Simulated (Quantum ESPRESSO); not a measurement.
Simulation results for MgAlGaS$_{4}$ (made-up cell, one site empty)

Calculation on a made-up crystal cell, not a measurement, run twice, once with a planted mistake found by running each candidate: periodic Kohn-Sham density functional theory in plane waves with PseudoDojo standard norm-conserving scalar-relativistic pseudopotentials, each functional with its own files (v0.5 for PBE, v0.4.1 for LDA and PBEsol), no spin polarisation, no spin-orbit coupling, atoms not relaxed, stress positive in tension, energies less a fixed whole-eV offset for each atom's element; levels are Kohn-Sham levels at fractions of this cell's reciprocal vectors, counted from the reference band (half the neutral cell's valence electrons, rounded up) at Gamma; error bars cover cutoff and k-mesh only, not smearing or the files; each bar is the largest change over components, and at least 0.002 eV, 0.002 eV per angstrom or 0.02 GPa; a charged cell sits in a uniform background, with energy and stress on this program's zero of potential; energies are for the whole cell, and the offsets were chosen from early runs and are not element reference energies; a distance is the largest change of any value in units of its error bar (the energy's for the smearing term), a scale change is of lengths, and a coarse mesh keeps the half-step shift. Program: Quantum ESPRESSO 7.5.

Entry: MgAlGaS$_{4}$ (made-up cell, one site empty)

Intended structure:
```xyz
7
Lattice="5.3494 0.0361 -0.0199 0.0361 5.3786 -0.0297 -0.0199 -0.0297 5.2776" Properties=species:S:1:pos:R:3 MgAlGaS4
Mg    -0.0210     2.6930     2.6652
Ga     2.7127     0.0179     2.7268
Al     2.6673     2.8031    -0.0566
S      1.3030     1.3957     1.3214
S      1.2546     4.1770     3.9171
S      4.0079     1.2835     4.1263
S      3.9601     4.1669     1.2726
```

```
lattice type                         : zincblende/diamond
empty site                           : 1
intended functional                  : pbe
intended cutoff                      : 1143 eV
intended fermi dirac smearing        : 0.025 eV
intended scf tolerance               : 1e-07 eV
intended electrons removed           : 0
healthy free energy less offsets     : 4.281 eV
healthy scf iterations               : 10
healthy smearing term minus ts       : 0 eV
healthy pressure                     : 1.55 GPa
healthy stress xx                    : -2.98 GPa
healthy stress yy                    : -0.35 GPa
healthy stress zz                    : -1.33 GPa
healthy stress yz                    : -2.84 GPa
healthy stress xz                    : 1 GPa
healthy stress xy                    : 0.08 GPa
healthy reference band               : 25
faulty free energy less offsets      : 4.313 eV
faulty scf iterations                : 3
faulty smearing term minus ts        : 0 eV
faulty pressure                      : 1.68 GPa
faulty stress xx                     : -2.65 GPa
faulty stress yy                     : -0.9 GPa
faulty stress zz                     : -1.51 GPa
faulty stress yz                     : -2.79 GPa
faulty stress xz                     : 0.95 GPa
faulty stress xy                     : 0.02 GPa
faulty reference band                : 25
candidate k points along each vector : 1
candidate cutoff                     : 680 eV
candidate smearing                   : 0.33 eV
candidate functional                 : lda
candidate scf tolerance              : 0.5 eV
candidate electrons removed          : -1
candidate scale change               : -1.45 percent
candidate first exchanged site       : 2
candidate second exchanged site      : 7
intended k mesh                      : 4 x 4 x 4, shifted by half a step
structure shown                      : as intended, without the mistake
fault kind                           : loose scf
other mistakes compared              : 7
distance from healthy                : 109.1 error bars
distance from nearest other mistake  : 112.2 error bars
healthy error bar energy             : 0.002 eV
healthy error bar stress             : 0.02 GPa
healthy error bar force              : 0.002 eV/Å
healthy error bar next band up       : 0.002 eV
```

Atoms:
| atoms element | atom site | atom energy offset (eV) |
| --- | --- | --- |
| Mg | 2 | -1617 |
| Ga | 3 | -2080 |
| Al | 4 | -64 |
| S | 5 | -302 |
| S | 6 | -302 |
| S | 7 | -302 |
| S | 8 | -302 |

Healthy forces:
| site | x (eV/Å) | y (eV/Å) | z (eV/Å) |
| --- | --- | --- | --- |
| 2 | -0.646 | -0.095 | 0.057 |
| 3 | -0.89 | 0.702 | -0.429 |
| 4 | -0.807 | -0.209 | 0.467 |
| 5 | 1.257 | -0.483 | -0.911 |
| 6 | 0.873 | -0.003 | 1.331 |
| 7 | -0.062 | 0.345 | 0.185 |
| 8 | 0.275 | -0.257 | -0.7 |

Healthy levels:
| level k point | next band up (eV) |
| --- | --- |
| Gamma | 2.077 |
| (1/2,1/2,1/2) | 2.24 |
| (0.15,0,0) | 2.385 |
| (0,0.15,0) | 2.501 |
| (0,0,0.15) | 2.452 |

Faulty forces:
| site | x (eV/Å) | y (eV/Å) | z (eV/Å) |
| --- | --- | --- | --- |
| 2 | -0.789 | -0.12 | 0.115 |
| 3 | -0.71 | 0.92 | -0.268 |
| 4 | -0.772 | -0.24 | 0.413 |
| 5 | 1.366 | -0.431 | -0.825 |
| 6 | 1.029 | -0.141 | 1.184 |
| 7 | -0.237 | 0.393 | -0.003 |
| 8 | 0.113 | -0.382 | -0.615 |

Faulty levels:
| level k point | next band up (eV) |
| --- | --- |
| Gamma | 1.943 |
| (1/2,1/2,1/2) | 2.11 |
| (0.15,0,0) | 2.256 |
| (0,0.15,0) | 2.368 |
| (0,0,0.15) | 2.323 |

Candidate mistake: coarse kmesh, low cutoff, wide smearing, wrong functional, loose scf, wrong charge, cell scaled, atoms exchanged
